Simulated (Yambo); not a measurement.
Yambo run on Mg$_{2}$Ge (anti-fluorite, space group Fm-3m, No. 225). The wavefunctions come from this Quantum ESPRESSO step (PBE, PseudoDojo stringent norm-conserving files, scalar-relativistic):

```
&CONTROL
  calculation = 'nscf'
  pseudo_dir = './pseudo'
  outdir = './out'
/
&SYSTEM
  ibrav = 0
  nat = 3
  ntyp = 2
  ecutwfc = 124.0
  ecutrho = 496.0
  occupations = 'fixed'
  force_symmorphic = .true.
  nbnd = 289
/
&ELECTRONS
  conv_thr = 3.0000000000000004e-09
  diago_full_acc = .true.
  diago_thr_init = 1e-08
/
ATOMIC_SPECIES
Mg 24.3050 Mg.upf
Ge 72.6300 Ge.upf
CELL_PARAMETERS angstrom
  0.000000000000   3.181187844000   3.181187844000
  3.181187844000   0.000000000000   3.181187844000
  3.181187844000   3.181187844000   0.000000000000
ATOMIC_POSITIONS crystal
Mg   0.750000000000   0.750000000000   0.750000000000
Mg   0.250000000000   0.250000000000   0.250000000000
Ge   0.000000000000   0.000000000000   0.000000000000
K_POINTS automatic
4 4 4 0 0 0
```

Yambo input:

```
rim_cut
gw0
dyson
el_el_corr
HF_and_locXC
ppa
em1d
RandQpts= 1000000
RandGvec= 1 Ry
EXXRLvcs= 124 Ry
VXCRLvcs= 496 Ry
Chimod= "HARTREE"
% BndsRnXp
 13 | 286 |
%
NGsBlkXp= 15 Ry
% LongDrXp
 1.0 | 1.0 | 1.0 |
%
PPAPntXp= 27.2114 eV
% GbndRnge
 1 | 286 |
%
GTermKind= "BG"
DysSolver= "n"
ExtendOut
% QPkrange
 1 | 1 | 21 | 22 |
 3 | 3 | 21 | 22 |
 7 | 7 | 21 | 22 |
 8 | 8 | 21 | 22 |
%
```

k points by index: 1 = Γ, 3 = L, 7 = X, 8 = W.

Resulting energies as the program prints them:

```
#    K-point    Band    Eo [eV]    E [eV]    E-Eo [eV]    Vxc [eV]    Vnlxc [eV]    Sc|Eo [eV]    Sc|E [eV]    dSc/dw|Eo [eV]    Re(Z)    Im(Z)
#
    1    21    0.000000    -0.608795    -0.608795    -11.40514    -12.60055    0.406087    0.586617    -8.067875    0.771310    -0.001822
    1    22    1.088474    1.121096    0.032621    -11.26095    -7.421699    -3.797217    -3.806629    -7.813634    0.776908    -0.001834
    3    21    -0.740989    -1.350313    -0.609325    -11.20044    -12.68144    0.685980    0.871683    -8.291487    0.766450    -0.002068
    3    22    1.042226    1.099636    0.057410    -10.73132    -7.002110    -3.655286    -3.671803    -7.809161    0.777008    -0.001733
    7    21    -2.028605    -2.675629    -0.647024    -10.57841    -12.63640    1.204684    1.410961    -8.672685    0.758305    -0.002553
    7    22    0.135487    -0.015918    -0.151405    -8.154603    -4.913344    -3.434550    -3.392664    -7.535076    0.783137    -0.001850
    8    21    -2.729305    -3.342217    -0.612912    -9.734408    -11.75447    1.209074    1.407148    -8.791817    0.755799    -0.002051
    8    22    2.789517    2.605262    -0.184255    -9.185675    -5.458388    -3.965612    -3.911542    -7.994098    0.772924    -0.002280
```
(The two width columns are left out.) Convergence of these settings isn't established.

Spin-orbit coupling is not included.

Geometry relaxed with PBEsol.
